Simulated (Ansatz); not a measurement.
## Data sheet: Se (DFT)

Se:
Space group Pm-3m (No. 221); a = 2.7674 Å, b = 2.7674 Å, c = 2.7674 Å, α = 90.00°, β = 90.00°, γ = 90.00°

```csv
atom,site,symmetry,x,y,z
Se,1a,m-3m,0.0000,0.0000,0.0000
```

Space group Pm-3m (No. 221), simple cubic; conventional cell a = 2.767 Å, b = 2.767 Å, c = 2.767 Å, α = 90.00°, β = 90.00°, γ = 90.00°.

Method: the program Ansatz at the LDA level (PAW). Structure relaxed to zero pressure with the same functional. Other levels are named where they apply.

Cell and energy:

| Quantity | Value |
|---|---|
| Volume per atom | 21.19 Å³ |
| Density | 6.19 g/cm³ |

Electronic structure:

| Property | Value |
|---|---|
| Electronic character | metallic (no gap) |
| Density of states at the Fermi level | 0.49 states/eV per atom (mean over ±0.08 eV) |

Mechanics:

| Item | Result |
|---|---|
| Bulk modulus (Birch–Murnaghan fit) | 85.7 GPa |
| Pressure derivative B′ | 4.4 |
| Elastic constants (relaxed ions, GPa) | C11 = 148, C12 = 55.5, C44 = 6.9 |
| Mechanical stability | stable (all eigenvalues of C positive) |
| Hill bulk and shear moduli | 86.4 and 16.6 GPa |
| Young's modulus | 46.7 GPa |
| Poisson's ratio | 0.41 |
| Debye temperature from the elastic constants | 200 K |

The first step of the workflow began from a Materials Project structure, measured or hypothetical; the Crystallography Open Database copy checked does not list it. It is not the phase usual at ambient conditions (space group No. 152). The cell was relaxed with LDA under the symmetry of its start; its stability against distortions is not shown here. As this level gives no gap, shear constants depend on the k-mesh and smearing (Fermi–Dirac, 0.1 eV here). Spin–orbit coupling is left out wherever it is not named.

Potentials: the earlier of the program's two PAW sets. The files were generated under PBE; for other functionals the program regenerates the frozen cores, and for LDA and PBEsol the local potential too.
